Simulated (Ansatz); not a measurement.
## MoS$_{2}$ as a free-standing sheet: computed properties

MoS$_{2}$:
```xyz
3
Lattice="3.1742 0.0000 0.0000 -1.5871 2.7489 0.0000 0.0000 0.0000 33.0000" Properties=species:S:1:pos:R:3 pbc="T T F"
S      1.5871     0.9163    14.9462
S      1.5871     0.9163    18.0538
Mo     0.0000     0.0000    16.5000
```
The layer is periodic in x and y and isolated along z.

Method: DFT-r²SCAN+D4 in the program Ansatz with PAW potentials. Lattice and atoms are relaxed at this level; other levels are named.

### Structure

```yaml
In-plane lattice: a = 3.174 Å
distance_between_the_outermost_nuclei: 3.11 Å
exfoliation_energy_from_the_relaxed_bulk_parent: 20 meV/Å²
```

### Electronic structure

```yaml
band_gap: 1.74 eV (indirect)
valence_band_maximum: at Γ
conduction_band_minimum: at K
Ionisation potential (Kohn–Sham): 6.12 eV
Electron affinity (Kohn–Sham): 4.38 eV
Electron effective mass, in the valley at K: 0.43 mₑ
Hole effective mass, in the valley at Γ: 2.8 mₑ
Electron effective mass with spin–orbit coupling, in the valley at K: "band 1: 0.40 mₑ; band 2: 0.45 mₑ"
Hole effective mass with spin–orbit coupling, in the valley at K: 0.50 mₑ
Gap with spin–orbit coupling: 1.72 eV
HSE06 gap on the r²SCAN+D4 cell: 2.15 eV
HSE06 gap with spin–orbit coupling on the r²SCAN+D4 cell: 2.04 eV
HSE06 ionisation potential: 6.39 eV
```

### Charges

```yaml
bader_charges: S -0.66, Mo +1.32 e
```

Space group P-6m2 (1H). A layer that has been made, often on a substrate. The r²SCAN+D4 relaxation kept the symmetry of its start; whether a distortion lowers the energy is not shown. The run is not spin-polarised. Scalar-relativistic: spin–orbit coupling is off unless named, which matters more the heavier the elements.

Potentials: the later of the program's two PAW sets.
